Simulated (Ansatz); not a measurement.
AgI:
```yaml
crystal:
  lattice:
    - [4.24110, 0.00000, 0.00000]
    - [0.00000, 4.24110, 0.00000]
    - [0.00000, 0.00000, 6.31334]
  atoms:
    - { symbol: Ag, position: [0.00000, 0.00000, 0.00000] }
    - { symbol: Ag, position: [0.50000, 0.50000, 0.00000] }
    - { symbol: I, position: [0.00000, 0.50000, 0.70452] }
    - { symbol: I, position: [0.50000, 0.00000, 0.29548] }
```

Relaxed with LDA. Special points in fractions of this cell's reciprocal vectors: Γ (0.000, 0.000, 0.000); X (0.000, 0.500, 0.000); M (0.500, 0.500, 0.000); Z (0.000, 0.000, 0.500); R (0.000, 0.500, 0.500); A (0.500, 0.500, 0.500).

Q: List the band energies nearest the valence-band maximum at these points for the program Ansatz at the LDA with spin–orbit coupling level (PAW).

A: In eV from the valence-band maximum; about four levels below and three above (degenerate sets whole), none deeper than 8.9 eV; points with the same levels are listed once.

```
k                    below                above
-  -----------------------  -------------------
Γ    -0.45 -0.45 0.00 0.00  0.73 0.73 3.63 3.63
X  -1.05 -1.05 -1.05 -1.05  3.30 3.30 3.30 3.30
M  -2.30 -2.30 -2.30 -2.30  2.48 2.48 2.48 2.48
Z  -1.24 -1.24 -0.85 -0.85  2.68 2.68 3.53 3.53
R  -0.84 -0.84 -0.84 -0.84  1.81 1.81 1.81 1.81
A  -1.91 -1.91 -1.91 -1.91  4.05 4.05 4.05 4.05
```

Space group P4/nmm. The workflow started from a Materials Project entry (that database holds measured and hypothetical structures alike); the Crystallography Open Database copy checked does not list it. It is not the phase usual at ambient conditions (space group No. 186, 216). Symmetry was held in the LDA relaxation; its stability against distortions is not shown here. The run is not spin-polarised. A crystal of weakly bound layers computed without a dispersion correction: the cell and the soft elastic constants depend strongly on that.

Potentials: the later of the program's two PAW sets.
